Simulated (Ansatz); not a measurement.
Relaxed candidate structures of TiO2:

A. P4₂/mnm (No. 136), tP6, rutile type; a = b = 4.591 Å, c = 2.939 Å, α = β = γ = 90.00°; Ti 2a (0.000, 0.000, 0.000); O 4g (0.196, 0.196, 0.500)

B. I4/mcm (No. 140), tI12; a = b = 4.584 Å, c = 5.064 Å, α = β = γ = 90.00°; O 8h (0.196, 0.304, 0.000); Ti 4a (0.000, 0.000, 0.250)

C. P6₄22 (No. 181), hP9; a = b = 5.706 Å, c = 6.266 Å, α = β = 90.00°, γ = 120.00°; Ti 3d (0.500, 0.000, 0.500); O 6i (0.213, 0.425, 0.000)

D. I4₁/amd, origin choice 1 (No. 141), tI12, anatase type; a = 3.770 Å, b = 3.770 Å, c = 9.553 Å, α = 90.00°, β = 90.00°, γ = 90.00°; O 8e (0.000, 0.000, 0.292); Ti 4b (0.000, 0.000, 0.500)

Put the candidates in order of energy per atom, lowest first, for PBEsol (plane waves to 420 eV, PAW, scalar-relativistic; Ansatz, a program for electronic structure).

D (reference), A (+21 meV/atom), C (+123 meV/atom), B (+0.72 eV/atom)

Which candidates are metallic at this level, and what gaps do the others have?

No gap: B. A: 1.87 eV (no spin-orbit coupling); C: 3.43 eV (no spin-orbit coupling); D: 2.11 eV (no spin-orbit coupling).

Probably no minimum, since a slightly shaken restart fell lower: I4/mcm, tI12 (by 0.60 eV/atom, to P1). 1 run with a doubtful electronic state, a coarser numerical grid, an end not at rest or a source that can't be used is left out. 1 generated cell of layers, chains or molecules, poorly bound without dispersion, is left out. Each run could gain symmetry but not lose that of its start, so entries can be saddle points. From databases, or of a type measured for this composition: P4₂/mnm, tP6, rutile type; I4₁/amd, tI12, anatase type; the others are generated cells (placed on structure types, drawn at random, substituted or restacked) that were not matched to a known phase here. Energies are at zero temperature and pressure, without zero-point motion. Each cell has its own k-point mesh; energy differences are given only to the digits this allows. No spin polarisation in the result. No Hubbard U is applied. Gaps of cells over 8 atoms come from the SCF mesh and high-symmetry points alone.
